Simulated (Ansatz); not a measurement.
# Sn2Pt: zone-centre modes at 2 GPa

Computed with Ansatz 0.2.0, DFT LDA, scalar-relativistic, plane waves, PAW. Settings: 420 eV plane-wave cutoff, Γ-centred 12×12×12 mesh, Fermi-Dirac smearing of 0.15 eV. No spin polarisation. Phonons by linear response, acoustic sum rule imposed.

The cell, relaxed at 2 GPa:
```yaml
crystal:
  lattice:
    - [0.00000, 3.18608, 3.18608]
    - [3.18608, 0.00000, 3.18608]
    - [3.18608, 3.18608, 0.00000]
  atoms:
    - { symbol: Sn, position: [0.25000, 0.25000, 0.25000] }
    - { symbol: Sn, position: [0.75000, 0.75000, 0.75000] }
    - { symbol: Pt, position: [0.00000, 0.00000, 0.00000] }
```

In a metal, frequencies and elastic constants depend on the k mesh and the smearing, soft modes and shear constants most. Spin–orbit coupling is left out, which can shift energies with elements as heavy as these.

Task: Is this structure stable against zone-centre distortions?

Result: Yes, at Γ: no optical mode is imaginary. Strains and other wave vectors aren't tested by this run.

Task: List the optical modes at Γ (i marks imaginary ones).

Result:
```json
{"frequency (meV)": "17.3", "degeneracy": "3"}
{"frequency (meV)": "18.6", "degeneracy": "3"}
```